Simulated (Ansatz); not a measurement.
Relaxed-ion elastic tensor of SbSi31 in space group I-43m (No. 217; Pearson symbol cI64) in GPa (Voigt order), PBE (plane waves, PAW; program Ansatz); density 2.48 g/cm³, 20.76 Å³ per atom.

```
      1     2     3     4     5     6
-  ----  ----  ----  ----  ----  ----
1   133  63.6  63.6   0.0   0.0   0.0
2  63.6   133  63.6   0.0   0.0   0.0
3  63.6  63.6   133   0.0   0.0   0.0
4   0.0   0.0   0.0  57.0   0.0   0.0
5   0.0   0.0   0.0   0.0  57.0   0.0
6   0.0   0.0   0.0   0.0   0.0  57.0
```

Question: Is the crystal mechanically stable?

Answer: Yes: the smallest eigenvalue of C is 57.0 GPa.

Question: Work out the Voigt, Reuss and Hill averages.

Answer: K_V = 86.8, K_R = 86.8, K_H = 86.8; G_V = 48.2, G_R = 45.5, G_H = 46.8 GPa.

Question: Give Young's modulus, Poisson's ratio, Pugh's ratio and the universal anisotropy index.

Answer: E = 9KG/(3K + G) = 119 GPa; ν = 0.27; K/G = 1.85 (ductile by the Pugh limit of 1.75); A_U = 5G_V/G_R + K_V/K_R − 6 = 0.30.

Question: Estimate the sound speeds and the Debye temperature.

Answer: v_l = √((K + 4G/3)/ρ) = 7760 m/s, v_t = √(G/ρ) = 4350 m/s, mean 4840 m/s; Θ = (h/k)(3n/4πV)^(1/3) v_m = 524 K.

Question: Give the Zener ratio and Young's modulus along [100], [110] and [111].

Answer: A = 2C44/(C11 − C12) = 1.63; 1/E = S11 − 2(S11 − S12 − S44/2)Γ with Γ = 0, 1/4, 1/3 gives 92.3, 124, 140 GPa.

The start of the workflow was typed in or built on a structure type; neither database checked (COD, Materials Project) lists it. Its standing as an ambient phase is unchecked. The cell was relaxed with PBE under the symmetry of its start; its stability against distortions is not shown here. As this level gives no gap, shear constants depend on the k-mesh and smearing (Fermi–Dirac, 0.1 eV here). Spin–orbit coupling is left out wherever it is not named.

Potentials: the later of the program's two PAW sets.
